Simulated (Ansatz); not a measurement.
Ba2CaMoO6:
```
Ba2CaMoO6
1.0
    0.00000     4.18632     4.18632
    4.18632     0.00000     4.18632
    4.18632     4.18632     0.00000
Ba Ca Mo O
2 1 1 6
Direct
  0.75000   0.75000   0.75000
  0.25000   0.25000   0.25000
  0.00000   0.00000   0.00000
  0.50000   0.50000   0.50000
  0.72768   0.72768   0.27232
  0.27232   0.27232   0.72768
  0.27232   0.72768   0.72768
  0.72768   0.27232   0.27232
  0.72768   0.27232   0.72768
  0.27232   0.72768   0.27232
```

This is the HSE06-relaxed structure.

Question: All from HSE06 in the plane-wave PAW code Ansatz, unless another level is named. Give the smallest direct gap on the standard path.

Answer: 3.59 eV.

Question: And the band gap?

Answer: 3.54 eV (indirect).

Question: And the valence-band maximum?

Answer: at Γ.

Question: What about the conduction-band minimum?

Answer: at X (3 equivalent valleys).

Space group Fm-3m. The workflow started from a Materials Project entry (that database holds measured and hypothetical structures alike); the Crystallography Open Database files this formula in space group No. 225, but the cells were not matched. Whether it is the stable phase at ambient conditions was not checked. Symmetry was held in the HSE06 relaxation; whether a distortion lowers the energy is not shown. The run is not spin-polarised. The hybrid was solved on a coarse mesh, the path and, where they were found, the r²SCAN edge points; its band edges are the extreme levels among these. Spin–orbit coupling is left out wherever it is not named.

Potentials: the later of the program's two PAW sets.
